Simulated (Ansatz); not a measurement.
The relaxed structure here is a generated cell of ScOF: the first start was made by placing the elements on the sites of a structure type, and the end was not matched to a known phase here, so it may be hypothetical.

One starting cell of ScOF (a generated cell, ScOF built in the AFLOW prototype ABC_hP6_194_c_d_a (as in LiBC)) was relaxed twice with Ansatz (plane waves, PAW, scalar-relativistic): with PBEsol at 420 eV and with PBE at 420 eV. The PBEsol result:

```
ScOF
1.0
    3.59423     0.00000     0.00000
   -1.79711     3.11269     0.00000
    0.00000     0.00000     5.36778
Sc O F
2 2 2
Direct
  0.00000   0.00000   0.50000
  0.00000   0.00000   0.00000
  0.33333   0.66667   0.75000
  0.66667   0.33333   0.25000
  0.33333   0.66667   0.25000
  0.66667   0.33333   0.75000
```

```json
[
 {"quantity": "space group", "PBEsol": "P6₃/mmc", "PBE": "P6₃/mmc"},
 {"quantity": "volume (Å³/atom)", "PBEsol": "10.01", "PBE": "10.48"},
 {"quantity": "a (Å)", "PBEsol": "3.594", "PBE": "3.646"},
 {"quantity": "c (Å)", "PBEsol": "5.368", "PBE": "5.459"},
 {"quantity": "gap (eV, no spin-orbit coupling)", "PBEsol": "0.00", "PBE": "0.00"}
]
```

Both levels end in the same structure; PBE's volume is 4.7 % larger. Neither column is exact.

No spin polarisation in the result. No Hubbard U is applied.

The run could not lower the symmetry of its start; a shaken copy of this end point relaxes with PBEsol to P2₁/m (No. 11), 1.57 eV/atom lower.

Ansatz is a quantum-chemistry and plane-wave program.
